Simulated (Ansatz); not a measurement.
CdTe:
```xyz
2
Lattice="3.7024 0.0000 0.0000 0.0000 3.7024 0.0000 0.0000 0.0000 3.7024" Properties=species:S:1:pos:R:3 pbc="T T T"
Cd     0.0000     0.0000     0.0000
Te     1.8512     1.8512     1.8512
```

Relaxed with PBEsol.

Which orbitals make up the states near the Fermi level in PBEsol (plane waves, PAW; program Ansatz)?

Within 0.5 eV of the Fermi level: Te 5p 72 %, Cd 5s 21 %, outside the projected shells 6 %. Projections are on Löwdin-orthogonalised atomic valence shells; empty p or d shells of many metals are not among them.

Tabulate the density of states.

States/eV per cell of 2 atoms, in 0.25 eV bins, energy from the Fermi level.

```csv
E (eV),total,Te 5p,Cd 5s,Cd 4d
-7.85,0.28,0.00,0.00,0.23
-7.60,0.00,0.00,0.00,0.00
-7.35,0.00,0.00,0.00,0.00
-7.10,0.00,0.00,0.00,0.00
-6.85,0.00,0.00,0.00,0.00
-6.60,0.00,0.00,0.00,0.00
-6.35,0.00,0.00,0.00,0.00
-6.10,0.24,0.13,0.08,0.03
-5.85,0.46,0.26,0.15,0.04
-5.60,0.60,0.35,0.18,0.04
-5.35,0.71,0.44,0.21,0.04
-5.10,0.86,0.54,0.24,0.04
-4.85,1.18,0.75,0.31,0.04
-4.60,1.25,0.79,0.32,0.04
-4.35,1.14,0.74,0.26,0.03
-4.10,0.92,0.65,0.16,0.02
-3.85,0.81,0.62,0.09,0.02
-3.60,0.83,0.67,0.07,0.02
-3.35,0.87,0.73,0.05,0.02
-3.10,1.07,0.91,0.04,0.03
-2.85,1.13,0.97,0.04,0.03
-2.60,0.77,0.66,0.03,0.02
-2.35,0.74,0.64,0.03,0.02
-2.10,0.84,0.72,0.04,0.02
-1.85,0.96,0.77,0.10,0.02
-1.60,1.02,0.78,0.16,0.02
-1.35,1.11,0.84,0.17,0.02
-1.10,1.22,0.92,0.19,0.02
-0.85,1.32,0.99,0.22,0.02
-0.60,1.33,0.96,0.25,0.02
-0.35,1.47,1.00,0.35,0.02
-0.10,1.43,1.01,0.32,0.02
0.15,1.40,1.04,0.27,0.02
0.40,1.12,0.84,0.21,0.01
0.65,0.79,0.49,0.24,0.00
0.90,0.49,0.16,0.22,0.00
1.15,0.52,0.16,0.22,0.00
1.40,0.59,0.16,0.22,0.00
1.65,0.64,0.18,0.22,0.00
1.90,0.72,0.20,0.24,0.00
2.15,0.85,0.25,0.28,0.00
2.40,1.13,0.37,0.39,0.00
2.65,0.91,0.26,0.26,0.00
2.90,0.48,0.05,0.05,0.00
3.15,0.41,0.02,0.01,0.00
3.40,0.47,0.02,0.01,0.00
3.65,0.59,0.03,0.03,0.00
3.90,0.81,0.04,0.02,0.00
4.15,1.33,0.06,0.03,0.00
4.40,1.49,0.08,0.05,0.00
4.65,1.18,0.06,0.03,0.00
```

Space group Pm-3m (CsCl type). The start of the workflow was typed in or built on a structure type; neither database checked (COD, Materials Project) lists it. It is not the phase usual at ambient conditions (space group No. 216). Symmetry was held in the PBEsol relaxation. At this level the phase is mechanically unstable. Spin–orbit coupling is left out wherever it is not named.

Potentials: the later of the program's two PAW sets.
